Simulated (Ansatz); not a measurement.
The start is a generated trial cell of AlRu in the B19 structure type. A full variable-cell relaxation at zero pressure is run with PBEsol (plane waves to 420 eV, PAW, scalar-relativistic; Ansatz, a first-principles code). The first steps use a coarse 8×12×8 k-mesh.

Starting cell:
```yaml
crystal:
  lattice:
    - [4.14624, 0.00000, 0.00000]
    - [0.00000, 2.74469, 0.00000]
    - [0.00000, 0.00000, 4.23318]
  atoms:
    - { symbol: Al, position: [0.75000, 0.50000, 0.31250] }
    - { symbol: Al, position: [0.25000, 0.50000, 0.68750] }
    - { symbol: Ru, position: [0.75000, 0.00000, 0.81250] }
    - { symbol: Ru, position: [0.25000, 0.00000, 0.18750] }
```

Problem. What pressure does the first self-consistent step give?

Solution. +29.0 GPa (positive: the cell is compressed).

Problem. Which atoms feel the largest initial force, and how large is it?

Solution. 1.77 eV/Å, on Ru3, Ru4 (atoms numbered as listed).

Problem. Does the structure survive the relaxation? Give the final space group.

Solution. The space group goes from Pmma (No. 51) to Pm-3m (No. 221); the end is CsCl type, with 2 atoms in the primitive cell.

Problem. How does the volume change?

Solution. +9.5 %, from 12.04 to 13.18 Å³/atom.

Problem. How do the shortest distances between atoms change?

Solution. The closest pairs of elements (up to four, under 3.6 Å), start → end: Al–Ru 2.52 → 2.58 Å; Al–Al 2.61 → 2.98 Å; Ru–Ru 2.61 → 2.98 Å.

Problem. What band gap does the relaxed structure have at this level?

Solution. No gap (metallic).

Problem. What does it relax into? Give the structure.

Solution. 
```cif
data_AlRu
_chemical_formula_sum 'Al1 Ru1'
_space_group_name_H-M_alt 'Pm-3m'
_space_group_IT_number 221
_space_group_name_Hall '-P 4 2 3'
_cell_length_a 2.97636
_cell_length_b 2.97636
_cell_length_c 2.97636
_cell_angle_alpha 90.000
_cell_angle_beta 90.000
_cell_angle_gamma 90.000
loop_
_atom_site_label
_atom_site_type_symbol
_atom_site_symmetry_multiplicity
_atom_site_Wyckoff_symbol
_atom_site_fract_x
_atom_site_fract_y
_atom_site_fract_z
_atom_site_occupancy
Al1 Al 1 a 0.00000 0.00000 0.00000 1
Ru1 Ru 1 b 0.50000 0.50000 0.50000 1
```

Final values are on a 16×16×16 k-mesh of the relaxed cell. No spin polarisation in the result.

The run could not lose the symmetry of its start; a randomly shaken copy of 4 atoms returns to this structure.
